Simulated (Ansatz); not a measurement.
**LiBeF$_{3}$ (Amm2) at 2 levels of theory**

One geometry, relaxed with PBE; plane waves with PAW potentials in Ansatz, scalar-relativistic. No spin polarisation. Gaps are the least over mesh and band path; pressure is positive in compression.

Space group Amm2 (No. 38). a = 2.768 Å, b = 5.229 Å, c = 8.166 Å, α = 90.00°, β = 90.00°, γ = 90.00°
```
atom  site  symmetry       x       y       z
  Li    2b       mm2  0.5000  0.5000  0.1939
  Be    2a       mm2  0.0000  0.5000  0.5548
   F    4d       m..  0.0000  0.7521  0.1530
   F    2b       mm2  0.5000  0.5000  0.4446
```

| level | cutoff (eV) | k mesh | gap (eV) | pressure (GPa) |
| --- | --- | --- | --- | --- |
| PBE | 420 | 8×6×6 | 7.53 | 0.0 |

What comes out on the same cell with r2SCAN?

```csv
level,cutoff (eV),k mesh,gap (eV),pressure (GPa)
r2SCAN,500,8×6×6,8.28,-2.9
```

The structure comes from a generated guess; another structure or a mixture of phases may lie lower.
